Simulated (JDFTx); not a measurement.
Part of a log of JDFTx (a modified build) for trimethylarsine, C3H9As (SMILES C[As](C)C), charge 0, multiplicity 1 (PBE, GBRV ultrasoft potentials, plane waves to 20/100 Ha):

```
unit cell volume = 9869.44
Chosen fftbox size, S = [  108  108  84  ]
unit cell volume = 9869.44
Chosen fftbox size, S = [  96  96  80  ]
  'C' pseudopotential, 'SLA  PW   PBE  PBE' functional
  4 valence electrons, 2 orbitals, 4 projectors, 721 radial grid points, with lMax = 1
  'As' pseudopotential, 'SLA  PW   PBE  PBE' functional
  5 valence electrons, 2 orbitals, 6 projectors, 875 radial grid points, with lMax = 2
  'H' pseudopotential, 'SLA  PW   PBX  PBC' functional
  1 valence electrons, 1 orbitals, 2 projectors, 615 radial grid points, with lMax = 0
Initialized 3 species with 13 total atoms.
Folded 1 k-points by 1x1x1 to 1 k-points.
nElectrons:  26.000000   nBands: 13   nStates: 1
average nbasis = 42211.000 , ideal nbasis = 42162.996
Correction to mu due to finite nuclear width = -0.00261385
   Cavity determined by nc: 0.0013 and sigma: 0.6
   Effective cavity tension: -5.1e-06 Eh/bohr^2 to account for cavitation and dispersion.
[...]
	Linear fluid (dielectric constant: 24.3) occupying 0.917486 of unit cell:	Completed after 16 iterations
[... later lines of the fluid solver are left out ...]
ElecMinimize: Iter:   0  Etot: -28.875647213963159  |grad|_K:  3.372e-05  alpha:  1.000e+00
ElecMinimize: Iter:   1  Etot: -28.876472641587991  |grad|_K:  1.618e-05  alpha:  1.322e+00  linmin: -2.047e-03
[... lines cut ...]
ElecMinimize: Iter:   7  Etot: -28.876777623078866  |grad|_K:  4.241e-07  alpha:  1.238e+00  linmin: -4.251e-04
ElecMinimize: Iter:   8  Etot: -28.876777741968080  |grad|_K:  2.235e-07  alpha:  1.204e+00  linmin: -3.136e-03
ElecMinimize: Iter:   9  Etot: -28.876777776567469  |grad|_K:  1.167e-07  alpha:  1.258e+00  linmin: -2.723e-05
ElecMinimize: Iter:  10  Etot: -28.876777783621549  |grad|_K:  6.582e-08  alpha:  1.031e+00  linmin: -1.932e-01
ElecMinimize: Converged (|Delta Etot|<1.000000e-07 for 2 iters).

# Energy components:
   A_diel =       -0.0138135940912489
   Eewald =       26.9605034114469397
       EH =       48.4209902601140669
     Eloc =     -108.5985455564082685
      Enl =       -1.3782455026906661
      Exc =      -24.4365165069732271
 Exc_core =       13.8114051492031571
       KE =       16.3574445557777040
-------------------------------------
     Etot =      -28.8767777836215487
```

Q: Which solvation model was used?
A. SaLSA
B. linear PCM without cavity terms (LA12)
C. SCCS (cation parameters)
D. linear PCM (GLSSA13)

A: D, linear PCM (GLSSA13). The liquid was ethanol (dielectric constant 24.3), no salt.
